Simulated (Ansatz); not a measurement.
Relaxed-ion elastic tensor of Te in space group Pm-3m (No. 221; Te on 1b) in GPa (Voigt order), r²SCAN (plane waves, PAW; program Ansatz); density 6.54 g/cm³, 32.41 Å³ per atom.

```tsv
	1	2	3	4	5	6
1	94.4	33.9	33.9	0.0	0.0	0.0
2	33.9	94.4	33.9	0.0	0.0	0.0
3	33.9	33.9	94.4	0.0	0.0	0.0
4	0.0	0.0	0.0	2.8	0.0	0.0
5	0.0	0.0	0.0	0.0	2.8	0.0
6	0.0	0.0	0.0	0.0	0.0	2.8
```

Q: Is the crystal mechanically stable?

A: Yes: the smallest eigenvalue of C is 2.8 GPa.

Q: Work out the Voigt and Reuss bounds. Is their mean of use?

A: K_V = 54.1, K_R = 54.1; G_V = 13.8, G_R = 4.4 GPa. The bounds lie so far apart that a Hill average or a Debye temperature from it would say little.

The first step of the workflow began from a Materials Project structure, measured or hypothetical; the Crystallography Open Database copy checked does not list it. It is not the phase usual at ambient conditions (space group No. 152). The cell was relaxed with r²SCAN under the symmetry of its start; its stability against distortions is not shown here. As this level gives no gap, shear constants depend on the k-mesh and smearing (Fermi–Dirac, 0.1 eV here). Scalar-relativistic: spin–orbit coupling is off unless named, which matters more the heavier the elements.

Potentials: the later of the program's two PAW sets.
